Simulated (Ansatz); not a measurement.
All numbers below come from DFT PBE, scalar-relativistic, plane waves, PAW (Ansatz). Settings: cutoff 420 eV, Γ-centred meshes spaced at most about 0.3 Å⁻¹, and about 0.25 Å⁻¹ or finer for metals (2π included), Gaussian smearing. No spin polarisation in the final relaxations.

All energies are static (0 K, no zero-point motion).

Compare these two cells of MgS5, each relaxed at this level.

A.

```xyz
6
Lattice="6.6050 0.0000 0.0000 -3.3025 5.7201 0.0000 0.0000 0.0000 3.2502" Properties=species:S:1:pos:R:3 pbc="T T T"
Mg    0.0000    0.0000    0.0000
S     3.3025    0.0000    1.6251
S     1.6512    2.8600    1.6251
S    -1.6512    2.8600    1.6251
S     0.0000    3.8134    0.0000
S     3.3025    1.9067    0.0000
```

B.

```xyz
6
Lattice="4.7036 0.0000 0.0000 -2.3518 4.0735 0.0000 0.0000 0.0000 9.2182" Properties=species:S:1:pos:R:3 pbc="T T T"
Mg    0.0000    0.0000    4.6091
S     2.3518    0.0000    0.0000
S    -1.1759    2.0367    0.0000
S     1.1759    2.0367    0.0000
S     0.0000    0.0000    6.8956
S     0.0000    0.0000    2.3226
```

Problem. Which would you expect to be lower, and how large is the difference?

Solution. A is lower, by 154 meV/atom. A has space group P6/mmm (No. 191), 20.5 Å³/atom and no gap on its mesh; B has space group P6/mmm (No. 191), 29.4 Å³/atom and no gap. Counting S atoms around Mg (those within 1.25 times the shortest such distance or 1.15 times the sum of covalent radii, 1.27 where that leaves under three; the shortest distance is added where it exceeds 1.18 times the sum of covalent radii), A has Mg 18 from 3.7 Å and B has Mg 2. B holds S–S nets (shortest 2.35 Å); in A the shortest S–S distance is 2.51 Å, near bonding range too. Even the lower one lies +0.57 eV/atom against the reference forms of the elements (uncorrected), so neither is stable at this level. Both come from invented guesses. A third cell relaxed alike, in P6/mmm, lies 0.52 eV/atom below the lower of the two.

Weakly bound directions are ill-defined at this level, which has no dispersion term (P6/mmm at 29.4 Å³/atom), and this can change margins and order among such cells. A magnetic state wasn't ruled out in cells without spin, among them P6/mmm at 29.4 Å³/atom. Cells relaxed within their symmetry can be saddle points.
